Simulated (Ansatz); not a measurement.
InCu:
Space group P6₃/mmc (No. 194); a = b = 4.0949 Å, c = 4.8389 Å, α = β = 90.00°, γ = 120.00°

| atom | site | symmetry | x | y | z |
|---|---|---|---|---|---|
| In | 2c | -6m2 | 0.3333 | 0.6667 | 0.2500 |
| Cu | 2a | -3m. | 0.0000 | 0.0000 | 0.0000 |

Relaxed at zero pressure with LDA (plane waves, PAW; program Ansatz).

Task: The volume is raised by 9 % and shape and atoms relax at that volume. What pressure results, and how do the axes share the change?

Result: -6.6 GPa; a 3.2 %, b 3.2 %, c 2.4 %; the energy rises by 36 meV/atom.

Task: Give the new structure.

Result: 
Space group P6₃/mmc (No. 194); a = b = 4.225 Å, c = 4.954 Å, α = β = 90.00°, γ = 120.00°

| atom | site | symmetry | x | y | z |
|---|---|---|---|---|---|
| In | 2c | -6m2 | 0.3333 | 0.6667 | 0.2500 |
| Cu | 2a | -3m. | 0.0000 | 0.0000 | 0.0000 |

The phase is kept; no other phase was compared at this pressure.

Space group P6_3/mmc (NiAs type). The workflow started from a Materials Project entry (that database holds measured and hypothetical structures alike); the Crystallography Open Database copy checked does not list it. Its standing as an ambient phase is unchecked. Symmetry was held in the LDA relaxation; its stability against distortions is not shown here. No spin polarisation was allowed. Axis ratios of metals converge slowly with the k-mesh, so a and c are less sure than the volume.

Potentials: the later of the program's two PAW sets.
